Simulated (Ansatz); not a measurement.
Y:
```cif
data_Y2
_chemical_formula_sum 'Y2'
_space_group_name_H-M_alt 'P63/mmc'
_space_group_IT_number 194
_space_group_name_Hall '-P 6c 2c'
_cell_length_a 3.60594
_cell_length_b 3.60594
_cell_length_c 5.59193
_cell_angle_alpha 90.000
_cell_angle_beta 90.000
_cell_angle_gamma 120.000
loop_
_atom_site_label
_atom_site_type_symbol
_atom_site_symmetry_multiplicity
_atom_site_Wyckoff_symbol
_atom_site_fract_x
_atom_site_fract_y
_atom_site_fract_z
_atom_site_occupancy
Y1 Y 2 d 0.66667 0.33333 0.25000 1
```

Relaxed with PBE+D3(BJ).

### Question
Which orbitals make up the states near the Fermi level in the program Ansatz at the PBE+D3(BJ) level (PAW)?

### Answer
Within 0.5 eV of the Fermi level: Y 4d 89 %, Y 5s 5 %. Projections are on Löwdin-orthogonalised atomic valence shells; empty p or d shells of many metals are not among them.

### Question
Tabulate the density of states.

### Answer
States/eV per cell of 2 atoms, in 0.25 eV bins, energy from the Fermi level.

| E (eV) | total | Y 4d | Y 5s | Y 4p |
|---|---|---|---|---|
| -4.80 | 0.00 | 0.00 | 0.00 | 0.00 |
| -4.55 | 0.09 | 0.00 | 0.08 | 0.00 |
| -4.30 | 0.17 | 0.00 | 0.15 | 0.00 |
| -4.05 | 0.22 | 0.00 | 0.21 | 0.00 |
| -3.80 | 0.28 | 0.01 | 0.26 | 0.01 |
| -3.55 | 0.34 | 0.02 | 0.30 | 0.01 |
| -3.30 | 0.42 | 0.03 | 0.36 | 0.01 |
| -3.05 | 0.46 | 0.05 | 0.39 | 0.01 |
| -2.80 | 0.57 | 0.09 | 0.44 | 0.02 |
| -2.55 | 0.68 | 0.16 | 0.49 | 0.02 |
| -2.30 | 0.85 | 0.27 | 0.54 | 0.02 |
| -2.05 | 1.17 | 0.52 | 0.60 | 0.02 |
| -1.80 | 1.93 | 1.21 | 0.65 | 0.03 |
| -1.55 | 1.86 | 1.30 | 0.50 | 0.03 |
| -1.30 | 2.02 | 1.56 | 0.39 | 0.03 |
| -1.05 | 2.32 | 1.97 | 0.29 | 0.03 |
| -0.80 | 2.68 | 2.45 | 0.16 | 0.04 |
| -0.55 | 2.29 | 2.11 | 0.09 | 0.04 |
| -0.30 | 2.94 | 2.64 | 0.16 | 0.05 |
| -0.05 | 4.01 | 3.51 | 0.23 | 0.06 |
| 0.20 | 3.67 | 3.23 | 0.18 | 0.05 |
| 0.45 | 1.61 | 1.43 | 0.07 | 0.02 |
| 0.70 | 1.59 | 1.37 | 0.08 | 0.02 |
| 0.95 | 2.42 | 2.11 | 0.10 | 0.02 |
| 1.20 | 4.32 | 3.79 | 0.22 | 0.03 |
| 1.45 | 4.47 | 3.79 | 0.23 | 0.03 |
| 1.70 | 3.57 | 3.20 | 0.16 | 0.02 |
| 1.95 | 4.19 | 3.89 | 0.13 | 0.01 |
| 2.20 | 3.43 | 3.21 | 0.07 | 0.01 |
| 2.45 | 2.16 | 2.05 | 0.03 | 0.00 |
| 2.70 | 1.42 | 1.36 | 0.01 | 0.00 |
| 2.95 | 1.61 | 1.55 | 0.01 | 0.00 |
| 3.20 | 1.62 | 1.55 | 0.02 | 0.00 |
| 3.45 | 1.62 | 1.55 | 0.02 | 0.00 |
| 3.70 | 1.67 | 1.59 | 0.03 | 0.00 |
| 3.95 | 1.78 | 1.67 | 0.05 | 0.00 |
| 4.20 | 2.07 | 1.91 | 0.08 | 0.00 |

Space group P6_3/mmc (hcp (Mg type)). The cell was relaxed with PBE+D3(BJ) under the symmetry of its start. No spin polarisation was allowed. The pairwise dispersion correction was not fitted to metals. Scalar-relativistic: spin–orbit coupling is off unless named, which matters more the heavier the elements.

Potentials: the later of the program's two PAW sets.
